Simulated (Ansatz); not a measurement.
Starting cell, SnO (litharge type, space group P4/nmm):

```
CELL_PARAMETERS angstrom
      3.83618     0.00000     0.00000
      0.00000     3.83618     0.00000
      0.00000     0.00000     4.75736
ATOMIC_POSITIONS crystal
  Sn 0.50000 0.00000 0.24343
  Sn 0.00000 0.50000 0.75657
  O  0.00000 0.00000 0.00000
  O  0.50000 0.50000 0.00000
```

Scan: atom 3 (O, nearest neighbour Sn at 2.241 Å; its periodic images, 3.8 Å or more away, move with it) is displaced along Cartesian [110], direction (0.707, 0.707, 0.000) in Cartesian axes, by s. The other atoms stay.

All values below come from PBE-D3(BJ) (plane waves to 420 eV, PAW, scalar-relativistic; Ansatz, a first-principles code). k mesh 10×10×8 (Γ-centred), Fermi-Dirac smearing 0.05 eV. Energies are smeared free energies. With partly filled bands, energies and forces of such displacements shift with the k mesh and the smearing. At this level the bands of SnO touch or barely overlap; measurements give the solid a gap. SnO was relaxed with its symmetry unable to fall. The PAW data are Ansatz's earlier set. The zero of ΔE is the undisplaced structure. The last digit holds for this mesh only.

```json
[
 {"s (Å)": "-0.450", "ΔE (meV/cell)": "857.0"},
 {"s (Å)": "-0.360", "ΔE (meV/cell)": "530.6"},
 {"s (Å)": "-0.270", "ΔE (meV/cell)": "290.2"},
 {"s (Å)": "-0.180", "ΔE (meV/cell)": "withheld"},
 {"s (Å)": "-0.090", "ΔE (meV/cell)": "31.1"},
 {"s (Å)": "0.000", "ΔE (meV/cell)": "0.0"},
 {"s (Å)": "0.090", "ΔE (meV/cell)": "31.1"},
 {"s (Å)": "0.180", "ΔE (meV/cell)": "withheld"},
 {"s (Å)": "0.270", "ΔE (meV/cell)": "290.2"},
 {"s (Å)": "0.360", "ΔE (meV/cell)": "530.6"},
 {"s (Å)": "0.450", "ΔE (meV/cell)": "857.0"}
]
```

Fit an even polynomial form (powers 2, 4, 6) to the given rows and predict ΔE at s = -0.180.

Least squares on the 9 given rows: ΔE = (3826)·s² + (2177)·s⁴ + (-859.6)·s⁶, in meV/cell with s in Å; root-mean-square residual 0.06 meV/cell. At -0.180 the fit gives 126.2 meV/cell; the calculation gives 126.2 meV/cell, the same to the digits shown. The quadratic term alone would give 124.0 meV/cell.

(A displaced cell: forces are minus the slopes of the energy, force constants its curvatures, and phonons follow from these.)
